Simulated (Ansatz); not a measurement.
Li (fcc, Cu type)

```
Li
1.0
    0.00000     2.16042     2.16042
    2.16042     0.00000     2.16042
    2.16042     2.16042     0.00000
Li
1
Direct
  0.00000   0.00000   0.00000
```

The slice is a {110} plane (indices of the conventional cell) through the point (0.000, 0.000, 0.000) (fractional), spanned by u = [100] and v = [1 -1 -1] in vectors of this cell: u (3.06 Å) and v (4.32 Å, at 90° to u). It covers one period; positions are fractions (u, v).

Calculation: PBEsol (plane waves to 420 eV, PAW, scalar-relativistic; Ansatz, an electronic-structure program). k mesh 18×18×18. Near the nuclei the fields are pseudised (PAW); where an atom keeps semicore shells as valence, they peak there. Li was relaxed with its symmetry unable to fall. This is one of several known forms of Li; the measured ambient cells at hand have space group No. 229.

Problem. What is the ELF at the midpoint of the shortest Li–Li line in this plane (3.06 Å)?

Solution. 0.5.

Problem. What is the valence density on the shortest Li–Li line in this plane (3.06 Å), at its midpoint?

Solution. 0.05 e/Å³.

Problem. The ELF has a maximum in the middle third of the Li–Li line. Where, and how high?

Solution. 0.54, 1.5 Å from Li.

Problem. Sketch the valence electron density on this plane as a map.

Solution. 
```tsv
v \ u	0.00	0.13	0.26	0.39	0.52	0.65	0.78	0.91
0.94	0.7	0.1	-1.2	-1.3	-1.3	-1.3	-1.0	0.5
0.84	-0.9	-1.1	-1.3	-1.3	-1.3	-1.3	-1.3	-1.0
0.75	-1.3	-1.3	-1.3	-1.3	-1.3	-1.3	-1.3	-1.3
0.66	-1.3	-1.3	-1.3	-1.3	-1.3	-1.3	-1.3	-1.3
0.56	-1.3	-1.3	-1.3	-1.3	-1.3	-1.3	-1.3	-1.3
0.47	-1.3	-1.3	-1.3	-1.3	-1.3	-1.3	-1.3	-1.3
0.38	-1.3	-1.3	-1.3	-1.3	-1.3	-1.3	-1.3	-1.3
0.28	-1.3	-1.3	-1.3	-1.3	-1.3	-1.3	-1.3	-1.3
0.19	-1.2	-1.2	-1.3	-1.3	-1.3	-1.3	-1.3	-1.2
0.09	0.4	-0.3	-1.2	-1.3	-1.3	-1.3	-1.1	0.1
0.00	1.0	0.4	-1.1	-1.3	-1.3	-1.3	-0.8	0.7
```

Values: log₁₀ of the valence density in e/Å³. The scale is logarithmic, as a density can span decades between atoms and voids.
